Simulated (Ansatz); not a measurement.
Input:

SiGeC$_{2}$:
```
SiGeC2
1.0
    3.15585     0.00000     0.00000
    0.00000     3.15585     0.00000
    0.00000     0.00000     4.45331
Ge Si C
1 1 2
Cartesian
  1.57792   1.57792   2.22666
  0.00000   0.00000   0.00000
  1.57792   0.00000   3.40080
  0.00000   1.57792   1.05252
```

This is the PBEsol-relaxed structure. x, y and z are the axes in which the lattice vectors are written.

### Question
All from the program Ansatz at the PBEsol level (PAW), unless another level is named. Give the Hill bulk and shear moduli.

### Answer
204 and 167 GPa.

### Question
Give the highest zone-centre frequency (without LO–TO term).

### Answer
779 cm⁻¹.

### Question
Predict the elastic constants (relaxed ions, GPa).

### Answer
C11 = 460, C12 = 27.3, C13 = 127, C33 = 351, C44 = 212, C66 = 117.

Space group P-4m2. The start of the workflow was typed in or built on a structure type; neither database checked (COD, Materials Project) lists it. Its standing as an ambient phase is unchecked. The PBEsol relaxation kept the symmetry of its start; whether a distortion lowers the energy is not shown.

Potentials: the later of the program's two PAW sets.
